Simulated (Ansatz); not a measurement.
SiC₄:
```cif
data_C8Si2
_chemical_formula_sum 'Si2 C8'
_space_group_name_H-M_alt 'P 1'
_space_group_IT_number 1
_cell_length_a 5.63423
_cell_length_b 5.63423
_cell_length_c 5.63423
_cell_angle_alpha 90.000
_cell_angle_beta 90.000
_cell_angle_gamma 90.000
loop_
_space_group_symop_operation_xyz
  'x, y, z'
loop_
_atom_site_label
_atom_site_type_symbol
_atom_site_fract_x
_atom_site_fract_y
_atom_site_fract_z
_atom_site_occupancy
Si1 Si 0.00000 0.00000 0.00000 1
Si2 Si 0.50000 0.50000 0.50000 1
C1 C 0.18727 0.18727 0.18727 1
C2 C 0.31273 0.31273 0.31273 1
C3 C 0.18727 0.81273 0.81273 1
C4 C 0.31273 0.68727 0.68727 1
C5 C 0.81273 0.18727 0.81273 1
C6 C 0.68727 0.31273 0.68727 1
C7 C 0.81273 0.81273 0.18727 1
C8 C 0.68727 0.68727 0.31273 1
```

Relaxed with PBE.

Q: Which orbitals make up the states near the band edges in the program Ansatz at the PBE level (PAW)?

A: Top 1 eV of the valence band: C 2p 97 %. Bottom 1 eV of the conduction band: C 2p 70 %, Si 3p 15 %, C 2s 8 %, outside the projected shells 7 %. Projections are on Löwdin-orthogonalised atomic valence shells; empty p or d shells of many metals are not among them.

Q: Tabulate the density of states.

A: States/eV per cell of 10 atoms, in 0.25 eV bins, energy from the valence-band maximum.

```tsv
E (eV)	total	C 2p	Si 3p	C 2s
-7.85	0.92	0.56	0.02	0.07
-7.60	0.29	0.19	0.00	0.01
-7.35	0.00	0.00	0.00	0.00
-7.10	0.00	0.00	0.00	0.00
-6.85	0.00	0.00	0.00	0.00
-6.60	0.00	0.00	0.00	0.00
-6.35	0.00	0.00	0.00	0.00
-6.10	0.00	0.00	0.00	0.00
-5.85	0.00	0.00	0.00	0.00
-5.60	16.03	6.45	4.35	5.01
-5.35	0.50	0.23	0.13	0.13
-5.10	1.19	0.58	0.30	0.26
-4.85	2.66	1.37	0.69	0.50
-4.60	3.03	1.63	0.79	0.49
-4.35	1.12	0.63	0.30	0.14
-4.10	3.93	2.34	1.09	0.38
-3.85	2.57	1.57	0.73	0.21
-3.60	15.95	10.21	4.76	0.76
-3.35	1.02	0.64	0.31	0.05
-3.10	0.00	0.00	0.00	0.00
-2.85	0.00	0.00	0.00	0.00
-2.60	0.00	0.00	0.00	0.00
-2.35	0.00	0.00	0.00	0.00
-2.10	0.00	0.00	0.00	0.00
-1.85	0.00	0.00	0.00	0.00
-1.60	1.04	1.02	0.00	0.01
-1.35	9.97	9.44	0.05	0.32
-1.10	8.71	8.19	0.03	0.35
-0.85	10.99	10.45	0.03	0.35
-0.60	12.27	11.83	0.06	0.27
-0.35	17.00	16.56	0.03	0.27
-0.10	4.02	3.98	0.00	0.02
0.15	0.00	0.00	0.00	0.00
0.40	0.00	0.00	0.00	0.00
0.65	0.00	0.00	0.00	0.00
0.90	0.00	0.00	0.00	0.00
1.15	0.00	0.00	0.00	0.00
1.40	0.00	0.00	0.00	0.00
1.65	0.00	0.00	0.00	0.00
1.90	0.00	0.00	0.00	0.00
2.15	0.00	0.00	0.00	0.00
2.40	0.00	0.00	0.00	0.00
2.65	0.00	0.00	0.00	0.00
2.90	0.00	0.00	0.00	0.00
3.15	0.00	0.00	0.00	0.00
3.40	0.00	0.00	0.00	0.00
3.65	3.56	2.30	0.69	0.36
3.90	7.00	4.68	1.24	0.62
4.15	6.97	4.98	0.95	0.50
4.40	5.51	4.06	0.64	0.35
4.65	5.16	3.92	0.54	0.26
4.90	4.34	3.27	0.49	0.23
5.15	3.17	2.47	0.30	0.12
5.40	3.16	2.47	0.30	0.12
5.65	1.45	1.14	0.13	0.05
5.90	2.49	1.92	0.25	0.10
6.15	2.89	2.27	0.27	0.11
6.40	5.18	4.13	0.44	0.16
6.65	3.29	2.43	0.31	0.11
6.90	2.43	1.78	0.18	0.06
7.15	3.19	2.28	0.19	0.06
7.40	2.91	1.98	0.16	0.05
7.65	3.18	2.25	0.13	0.05
7.90	2.33	0.83	0.17	0.12
8.15	2.42	0.16	0.19	0.32
8.40	1.82	0.11	0.09	0.35
```

Space group Pn-3m. The start of the workflow was typed in or built on a structure type; neither database checked (COD, Materials Project) lists it. Its standing as an ambient phase is unchecked. The PBE relaxation kept the symmetry of its start; its stability against distortions is not shown here. Its formation energy is positive at this level, so the cell may be metastable or incomplete.

Potentials: the earlier of the program's two PAW sets.
